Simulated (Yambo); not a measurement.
Yambo run on AlN (wurtzite, space group P6_3mc, No. 186). The wavefunctions are PBE (Quantum ESPRESSO, PseudoDojo norm-conserving, 84 Ry, scalar-relativistic) ones on a 6×6×4 mesh (8 occupied bands); a = b = 3.1286 Å, c = 5.0170 Å, α = β = 90.00°, γ = 120.00°.

Yambo input:

```
rim_cut
gw0
dyson
el_el_corr
HF_and_locXC
cohsex
em1s
RandQpts= 1000000
RandGvec= 1 Ry
EXXRLvcs= 84 Ry
VXCRLvcs= 336 Ry
Chimod= "HARTREE"
% BndsRnXs
 1 | 77 |
%
NGsBlkXs= 8 Ry
% LongDrXs
 1.0 | 1.0 | 1.0 |
%
ExtendOut
% QPkrange
 1 | 1 | 8 | 9 |
%
```

k points by index: 1 = Γ.

The o-*.qp file then holds:

```
#    K-point    Band    Eo [eV]    E [eV]    E-Eo [eV]    Vxc [eV]    Vnlxc [eV]    Sc|Eo [eV]    Re(Z)    Im(Z)
#
    1    8    0.000000    -2.968069    -2.968069    -17.01921    -20.89733    0.910056    1.000000    0.000000
    1    9    4.055053    3.532601    -0.522452    -12.46693    -8.092929    -4.896457    1.000000    0.000000
```
(The two width columns are left out.) Convergence of these settings isn't established.

Geometry of the Materials Project entry, not relaxed at this level.
